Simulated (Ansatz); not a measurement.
Ag: computed property card

Ag in space group Fd-3m (No. 227; Ag on 8a, Ag on 16d), a = 7.5427 Å, b = 7.5427 Å, c = 7.5427 Å, α = 90.00°, β = 90.00°, γ = 90.00°; the cell used has 6 atoms.

Space group Fd-3m (No. 227); conventional cell a = 7.543 Å, b = 7.543 Å, c = 7.543 Å, α = 90.00°, β = 90.00°, γ = 90.00°.

Method: PBEsol (plane waves, PAW; program Ansatz). The cell and atoms are relaxed at this level. Other levels are named where they apply.

**Cell and energy**

| Quantity | Value |
|---|---|
| Volume per atom | 17.88 Å³ |
| Density | 10.02 g/cm³ |

**Electronic structure**

| Property | Value |
|---|---|
| Electronic character | metallic (no gap) |
| Density of states at the Fermi level | 0.29 states/eV per atom (mean over ±0.08 eV) |
| Gap with spin–orbit coupling | none (metallic) |

**Mechanics**

| Item | Result |
|---|---|
| Bulk modulus (Birch–Murnaghan fit) | 102 GPa |
| Pressure derivative B′ | 5.6 |

**Phonons**

| Item | Value |
|---|---|
| Highest zone-centre frequency | 291 cm⁻¹ |
| Zone-centre stability | unstable, softest mode 55i cm⁻¹ |

The start of the workflow was typed in or built on a structure type; neither database checked (COD, Materials Project) lists it. It is not the phase usual at ambient conditions (space group No. 225). The cell was relaxed with PBEsol under the symmetry of its start. No spin polarisation was allowed. As this level gives no gap, phonon frequencies hold no LO–TO term and depend on the k-mesh and smearing (Fermi–Dirac, 0.1 eV here). Scalar-relativistic: spin–orbit coupling is off unless named, which matters more the heavier the elements.

Potentials: the earlier of the program's two PAW sets. The files were generated under PBE; for other functionals the program regenerates the frozen cores, and for LDA and PBEsol the local potential too.
